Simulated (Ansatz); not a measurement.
BaO (rock salt)

```xyz
2
Lattice="0.0000 2.7867 2.7867 2.7867 0.0000 2.7867 2.7867 2.7867 0.0000" Properties=species:S:1:pos:R:3 pbc="T T T"
O      0.0000     0.0000     0.0000
Ba     2.7867     2.7867     2.7867
```

The slice is a {110} plane (indices of the conventional cell) through the point (0.000, 0.000, 0.000) (fractional), spanned by u = [100] and v = [1 -1 -1] in vectors of this cell: u (3.94 Å) and v (5.57 Å, at 90° to u). It covers one period; positions are fractions (u, v).

Level of theory: PBE (plane waves to 420 eV, PAW, scalar-relativistic; Ansatz, a first-principles code). k mesh 10×10×10. Inside the PAW spheres the values are not all-electron values, and peaks at nuclei hang on which shells count as valence. BaO was relaxed with its symmetry unable to fall.

**Question.** What is the ELF at the density minimum of the shortest O–Ba line in this plane (2.79 Å)?

**Answer.** 0.1.

**Question.** What is the valence density on the shortest O–Ba line in this plane (2.79 Å), at its minimum between the atoms?

**Answer.** 0.20 e/Å³.

**Question.** Sketch the electron localisation function (ELF) on this plane as a map.

**Answer.** 
```tsv
v \ u	0.00	0.12	0.24	0.35	0.47	0.59	0.71	0.82	0.94
0.88	0.81	0.77	0.53	0.12	0.02	0.04	0.32	0.68	0.81
0.75	0.14	0.11	0.06	0.02	0.01	0.01	0.04	0.09	0.13
0.62	0.81	0.88	0.77	0.13	0.02	0.03	0.46	0.87	0.84
0.50	x	x	0.88	0.32	0.02	0.06	0.74	0.83	x
0.38	0.81	0.88	0.77	0.13	0.02	0.03	0.46	0.87	0.84
0.25	0.14	0.11	0.06	0.02	0.01	0.01	0.04	0.09	0.13
0.12	0.81	0.77	0.53	0.12	0.02	0.04	0.32	0.68	0.81
0.00	x	x	0.71	0.17	0.02	0.05	0.46	0.82	x
```

Values: electron localisation function (ELF). Points within 0.5 Å of a nucleus are blanked (x), as the pseudised field means little there.
